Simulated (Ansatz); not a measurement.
Given:

Al₃Pd₂:
```xyz
5
Lattice="4.1724 0.0000 0.0000 -2.0862 3.6134 0.0000 0.0000 0.0000 5.1029" Properties=species:S:1:pos:R:3 pbc="T T T"
Al     0.0000     0.0000     0.0000
Al     0.0000     2.4090     3.2936
Al     2.0862     1.2045     1.8093
Pd     0.0000     2.4090     0.7952
Pd     2.0862     1.2045     4.3077
```

This is the LDA-relaxed structure.

**Question.** All from LDA (plane waves, PAW; program Ansatz), unless another level is named. Predict the bulk modulus (Birch–Murnaghan fit).

**Answer.** 148 GPa.

**Question.** Predict the highest zone-centre frequency.

**Answer.** 346 cm⁻¹.

Space group P-3m1 (La2O3 or Ni2Al3 type). The first step of the workflow began from a Materials Project structure, measured or hypothetical; the Crystallography Open Database copy checked does not list it. Whether it is the stable phase at ambient conditions was not checked. The cell was relaxed with LDA under the symmetry of its start; its stability against distortions is not shown here. The run is not spin-polarised. As this level gives no gap, phonon frequencies hold no LO–TO term and depend on the k-mesh and smearing (Fermi–Dirac, 0.1 eV here).

Potentials: the later of the program's two PAW sets.
